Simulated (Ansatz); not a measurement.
Cu Kα1 powder pattern (kinematic, no thermal factors).
```json
{"2θ (°)": "11.14", "relative intensity": "16"}
{"2θ (°)": "16.64", "relative intensity": "20"}
{"2θ (°)": "20.07", "relative intensity": "100"}
{"2θ (°)": "22.39", "relative intensity": "5"}
{"2θ (°)": "23.62", "relative intensity": "9"}
{"2θ (°)": "26.18", "relative intensity": "17"}
{"2θ (°)": "28.02", "relative intensity": "11"}
{"2θ (°)": "32.77", "relative intensity": "29"}
{"2θ (°)": "33.65", "relative intensity": "11"}
{"2θ (°)": "33.86", "relative intensity": "2"}
{"2θ (°)": "35.55", "relative intensity": "6"}
{"2θ (°)": "37.76", "relative intensity": "6"}
{"2θ (°)": "37.95", "relative intensity": "8"}
{"2θ (°)": "39.49", "relative intensity": "15"}
{"2θ (°)": "40.79", "relative intensity": "7"}
{"2θ (°)": "41.70", "relative intensity": "4"}
{"2θ (°)": "44.34", "relative intensity": "10"}
{"2θ (°)": "48.32", "relative intensity": "3"}
{"2θ (°)": "48.48", "relative intensity": "5"}
{"2θ (°)": "48.95", "relative intensity": "3"}
{"2θ (°)": "49.75", "relative intensity": "3"}
{"2θ (°)": "51.46", "relative intensity": "1"}
{"2θ (°)": "51.61", "relative intensity": "15"}
{"2θ (°)": "52.06", "relative intensity": "3"}
{"2θ (°)": "52.83", "relative intensity": "5"}
{"2θ (°)": "53.87", "relative intensity": "3"}
{"2θ (°)": "54.47", "relative intensity": "3"}
{"2θ (°)": "55.78", "relative intensity": "5"}
{"2θ (°)": "56.79", "relative intensity": "2"}
{"2θ (°)": "57.93", "relative intensity": "6"}
{"2θ (°)": "59.62", "relative intensity": "10"}
{"2θ (°)": "60.31", "relative intensity": "3"}
{"2θ (°)": "60.72", "relative intensity": "4"}
{"2θ (°)": "60.85", "relative intensity": "2"}
{"2θ (°)": "62.90", "relative intensity": "2"}
{"2θ (°)": "63.03", "relative intensity": "2"}
{"2θ (°)": "63.56", "relative intensity": "2"}
{"2θ (°)": "64.11", "relative intensity": "5"}
{"2θ (°)": "65.70", "relative intensity": "2"}
{"2θ (°)": "67.66", "relative intensity": "2"}
{"2θ (°)": "68.69", "relative intensity": "4"}
{"2θ (°)": "70.74", "relative intensity": "2"}
{"2θ (°)": "71.24", "relative intensity": "1"}
{"2θ (°)": "71.36", "relative intensity": "5"}
{"2θ (°)": "73.39", "relative intensity": "4"}
{"2θ (°)": "73.75", "relative intensity": "1"}
{"2θ (°)": "73.76", "relative intensity": "2"}
{"2θ (°)": "74.39", "relative intensity": "5"}
{"2θ (°)": "75.26", "relative intensity": "1"}
{"2θ (°)": "76.23", "relative intensity": "2"}
{"2θ (°)": "77.73", "relative intensity": "1"}
{"2θ (°)": "80.17", "relative intensity": "2"}
{"2θ (°)": "80.66", "relative intensity": "3"}
{"2θ (°)": "80.78", "relative intensity": "1"}
{"2θ (°)": "81.13", "relative intensity": "1"}
{"2θ (°)": "81.14", "relative intensity": "1"}
{"2θ (°)": "81.26", "relative intensity": "1"}
{"2θ (°)": "81.75", "relative intensity": "1"}
{"2θ (°)": "83.20", "relative intensity": "2"}
{"2θ (°)": "83.55", "relative intensity": "1"}
{"2θ (°)": "83.68", "relative intensity": "2"}
{"2θ (°)": "85.01", "relative intensity": "1"}
{"2θ (°)": "88.00", "relative intensity": "1"}
{"2θ (°)": "88.37", "relative intensity": "1"}
```

The pattern is computed from a structure relaxed with DFT PBE, scalar-relativistic, plane waves, PAW in Ansatz 0.2.0. No spin polarisation. Its elements are Hf, O, Si.

Problem. Give the structure.

Solution. HfSi3O8.
Space group P-4 (No. 81). a = 5.323 Å, b = 5.323 Å, c = 7.937 Å, α = 90.00°, β = 90.00°, γ = 90.00°
```csv
atom,site,symmetry,x,y,z
Hf,1d,-4..,0.5000,0.5000,0.5000
Si,1a,-4..,0.0000,0.0000,0.0000
Si,2g,2..,0.5000,0.0000,0.7781
O,4h,1,0.4227,0.7688,0.6555
O,4h,1,0.9304,0.2516,0.1091
```

A pattern alone doesn't exclude other cells with like lines; this is the one computed.

It was reached by relaxing an invented guess, and it needn't be the stable form of this composition.
